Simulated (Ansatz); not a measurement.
Si2W (MoSi2 or CaC2 type, space group No. 139) under volume change, plane-wave PAW PBE (Ansatz code), shape and atoms relaxed at each volume.

```json
[
 {"V (Å³/atom)": "12.444", "E − E(relaxed) (meV/atom)": "89.1", "P (GPa)": "25.22"},
 {"V (Å³/atom)": "12.855", "E − E(relaxed) (meV/atom)": "37.4", "P (GPa)": "15.43"},
 {"V (Å³/atom)": "13.265", "E − E(relaxed) (meV/atom)": "8.8", "P (GPa)": "7.09"},
 {"V (Å³/atom)": "13.675", "E − E(relaxed) (meV/atom)": "0.0", "P (GPa)": "0.00"},
 {"V (Å³/atom)": "14.085", "E − E(relaxed) (meV/atom)": "7.9", "P (GPa)": "-6.02"},
 {"V (Å³/atom)": "14.496", "E − E(relaxed) (meV/atom)": "30.0", "P (GPa)": "-11.12"},
 {"V (Å³/atom)": "14.906", "E − E(relaxed) (meV/atom)": "64.2", "P (GPa)": "-15.43"}
]
```

Q: What does a third-order Birch–Murnaghan fit give for V₀, B₀ and B′?

A: V₀ = 13.68 Å³/atom, B₀ = 217 GPa, B′ = 4.4.

Space group I4/mmm (MoSi2 or CaC2 type). The PBE relaxation kept the symmetry of its start. The run is not spin-polarised. Spin–orbit coupling is left out wherever it is not named.

Potentials: the earlier of the program's two PAW sets.
